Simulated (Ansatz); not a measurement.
## Structures of Ga$_{3}$I$_{2}$: which is lowest?

Plane-wave DFT in Ansatz with scalar-relativistic PAW potentials, cutoff 420 eV, Γ-centred meshes chosen by cell and gap, Gaussian smearing with energies taken to zero width. Every cell was relaxed (cell and atoms) in a run of its own, within the symmetry of its start. Functional: PBE.

Relaxed structures (starts from databases or built by putting these elements on another compound's sites):
A. P-3m1, 5 atoms in the computed cell, a = 4.452 Å, c = 10.102 Å; sites (symmetry × multiplicity) Ga -3m. × 1 + 3m. × 2, I 3m. × 2; start: built
B. R-3c, 10 atoms in the computed cell, a = 7.727 Å, c = 20.895 Å; sites (symmetry × multiplicity) Ga .2 × 18, I 3. × 12; start: built

**Question.** Rank them by energy. Could pressure change the order?

**Answer.**
```tsv
structure	group	E − E(lowest) (meV/atom)	V (Å³/atom)	gap on mesh (eV)
A	P-3m1	0.0	34.68	0.00
B	R-3c	234	36.02	0.00
```

A is lowest, 234 meV/atom under B. The lowest is also the densest of these, so pressure wouldn't bring one of the others in at first order. Other structures may lie lower than all of these, and vibrations aren't counted.

Spin-orbit coupling is left out, which matters for the bands of heavy elements. Spin polarisation was left out, and a magnetic state may lie lower.